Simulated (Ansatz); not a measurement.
ZnO:
```
ZnO
1.0
    5.57985     0.00000     0.00000
    0.00000     5.57985     0.00000
    0.00000     0.00000     5.57985
Zn O
6 6
Direct
  0.25000   0.00000   0.50000
  0.75000   0.00000   0.50000
  0.50000   0.25000   0.00000
  0.50000   0.75000   0.00000
  0.00000   0.50000   0.25000
  0.00000   0.50000   0.75000
  0.75000   0.50000   0.00000
  0.25000   0.50000   0.00000
  0.00000   0.75000   0.50000
  0.00000   0.25000   0.50000
  0.50000   0.00000   0.75000
  0.50000   0.00000   0.25000
```

Relaxed with r²SCAN.

Question: Give the Bader charges and basin volumes of the independent atoms, r²SCAN in the plane-wave PAW code Ansatz.

Answer: 

```json
[
 {"atom": "Zn1", "Bader charge (e)": "+1.29", "Bader volume (Å³)": "12.2"},
 {"atom": "O7", "Bader charge (e)": "-1.29", "Bader volume (Å³)": "15.5"}
]
```

Space group Pm-3n. The start of the workflow was typed in or built on a structure type; neither database checked (COD, Materials Project) lists it. It is not the phase usual at ambient conditions (space group No. 186). The cell was relaxed with r²SCAN under the symmetry of its start; whether a distortion lowers the energy is not shown.

Potentials: the earlier of the program's two PAW sets.
